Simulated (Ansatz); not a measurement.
## Ansatz 0.2.0, relaxation: LaTiO$_{3}$

The input file (Ansatz 0.2.0, plane waves):

```yaml
crystal:
  lattice:
    - [3.91211959, 0.0, 0.0]
    - [0.0, 3.91211959, 0.0]
    - [0.0, 0.0, 7.82423918]
  atoms:
    - { symbol: O, position: [0.5, 0.5, 0.0] }
    - { symbol: O, position: [0.5, 0.5, 0.5] }
    - { symbol: O, position: [0.0, 0.5, 0.25] }
    - { symbol: O, position: [0.0, 0.5, 0.75] }
    - { symbol: O, position: [0.5, 0.0, 0.25] }
    - { symbol: O, position: [0.5, 0.0, 0.75] }
    - { symbol: Ti, position: [0.5, 0.5, 0.25], spin: 1.0 }
    - { symbol: Ti, position: [0.5, 0.5, 0.75], spin: -1.0 }
    - { symbol: La, position: [0.0, 0.0, 0.0] }
    - { symbol: La, position: [0.0, 0.0, 0.5] }
kpoints:
  mp_grid: { grid: [6, 6, 3], shift: [0, 0, 0] }
magnetization:
  spin_polarized: true
scf:
  occupations: { method: fermi_dirac }
  lower_state_search: "off"
hamiltonian:
  pseudopotentials: { kind: paw }
  xc: r2scan
basis:
  ecutwfc: 500
  fft_grid_basis: typed
relax:
  max_steps: 40
  cell: { p_target: 0.0 }
  f_tol: 0.03
output:
  forces: true
  stress: true
  eigenvalues: true
  bader: true
  populations: true
  elf: true
  write_potential: true
  volumetric_format: npy
  dos:
    e_range: [-12, 8]
    de: 0.05
    projected: { site_lists: { La: [La], O: [O], Ti: [Ti] } }
checkpoint:
  read: saved_state
```

Launch command:

```bash
ansatz run input.yaml --threads 2 --pin off --max-ram 4096MiB --backend cpu --events-out ev --progress --plain --runs-dir out
```

Origin of the cell: a database entry, scaled a little.

The smearing width isn't typed, so it takes its default of 0.1 eV.

The saved state is a converged single point of the same cell.

Steps («new basis» is an SCF on plane waves selected anew at the same cell):

| step | ΔF (meV/atom) | max force component (eV/Å) | P (GPa) | volume (Å³) | SCF iterations | step was |
| --- | --- | --- | --- | --- | --- | --- |
| 1 | 0.0 | 0.000 | 3.46 | 119.75 | 30 | accepted |
| 2 | -2.0 | 0.000 | -0.15 | 121.87 | 15 | accepted |
| 3 | -2.0 | 0.000 | 0.00 | 121.78 | 12 | accepted |
| 4 | -2.2 | 0.000 | -0.01 | 121.78 | 10 | new basis |

The starting structure.

Space group Pm-3m (No. 221); the run's cell has a = 3.912 Å, b = 3.912 Å, c = 7.824 Å, α = 90.00°, β = 90.00°, γ = 90.00°. Shortest distances: O–Ti 1.96 Å, O–O 2.77 Å, La–O 2.77 Å, La–Ti 3.39 Å.

The relaxed structure.

Space group Pm-3m (No. 221); the run's cell has a = 3.934 Å, b = 3.934 Å, c = 7.868 Å, α = 90.00°, β = 90.00°, γ = 90.00°. Shortest distances: O–Ti 1.97 Å, La–O 2.78 Å, O–O 2.78 Å, La–Ti 3.41 Å.

```xyz
10
Lattice="3.9341 0.0000 0.0000 0.0000 3.9341 0.0000 0.0000 0.0000 7.8682" Properties=species:S:1:pos:R:3 pbc="T T T"
O     1.9671    1.9671    0.0000
O     1.9671    1.9671    3.9341
O     0.0000    1.9671    1.9671
O     0.0000    1.9671    5.9012
O     1.9671    0.0000    1.9671
O     1.9671    0.0000    5.9012
Ti    1.9671    1.9671    1.9671
Ti    1.9671    1.9671    5.9012
La    0.0000    0.0000    0.0000
La    0.0000    0.0000    3.9341
```

```yaml
Free_energy_lowered_by: 2.2 meV/atom
Volume_change: 1.70 %
Final_pressure: -0.01 GPa
Relaxation_steps_listed: 4
Gap_on_the_mesh: none (metal)
```

Caveats: a starting moment was lost; no moments, though an odd count or open d shells may carry them; no spin-orbit coupling, though heavy elements are present; the relaxation held the start's symmetry, so the end may be a saddle point.

It ran for 2.4 min on 2 threads of Intel(R) Xeon(R) 6975P-C (Granite Rapids), on a shared host, peak memory 0.88 GiB, from a saved density.
